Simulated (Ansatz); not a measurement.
Ti3Hg:
```yaml
crystal:
  lattice:
    - [5.16831, 0.00000, 0.00000]
    - [0.00000, 5.16831, 0.00000]
    - [0.00000, 0.00000, 5.16831]
  atoms:
    - { symbol: Ti, position: [0.25000, 0.00000, 0.50000] }
    - { symbol: Ti, position: [0.50000, 0.75000, 0.00000] }
    - { symbol: Ti, position: [0.75000, 0.00000, 0.50000] }
    - { symbol: Ti, position: [0.50000, 0.25000, 0.00000] }
    - { symbol: Ti, position: [0.00000, 0.50000, 0.75000] }
    - { symbol: Ti, position: [0.00000, 0.50000, 0.25000] }
    - { symbol: Hg, position: [0.00000, 0.00000, 0.00000] }
    - { symbol: Hg, position: [0.50000, 0.50000, 0.50000] }
```

Relaxed with r²SCAN. Special points in fractions of this cell's reciprocal vectors: Γ (0.000, 0.000, 0.000); X (0.000, 0.500, 0.000); M (0.500, 0.500, 0.000); R (0.500, 0.500, 0.500).

Task: List the band energies nearest the Fermi level at these points for the program Ansatz at the r²SCAN with spin–orbit coupling level (PAW).

Result: In eV from the Fermi level; about four levels below and three above (degenerate sets whole), none deeper than 8.9 eV; points with the same levels are listed once.

```
k                                            below                                                        above
-  -----------------------------------------------  -----------------------------------------------------------
Γ                          -1.01 -1.01 -0.35 -0.35                                          0.55 0.55 0.55 0.55
X                          -0.27 -0.27 -0.27 -0.27                                          0.29 0.29 0.29 0.29
M                          -0.37 -0.37 -0.21 -0.21                                          0.75 0.75 0.91 0.91
R  -0.24 -0.24 -0.24 -0.24 -0.24 -0.24 -0.24 -0.24  0.96 0.96 0.96 0.96 0.97 0.97 0.97 0.97 0.97 0.97 0.97 0.97
```

Space group Pm-3n (A15 (Cr3Si type)). The workflow started from an entry of the Crystallography Open Database (COD), which files this formula under 2 space groups. Its standing as an ambient phase is unchecked. Symmetry was held in the r²SCAN relaxation; whether a distortion lowers the energy is not shown. No spin polarisation was allowed.

Potentials: the later of the program's two PAW sets.
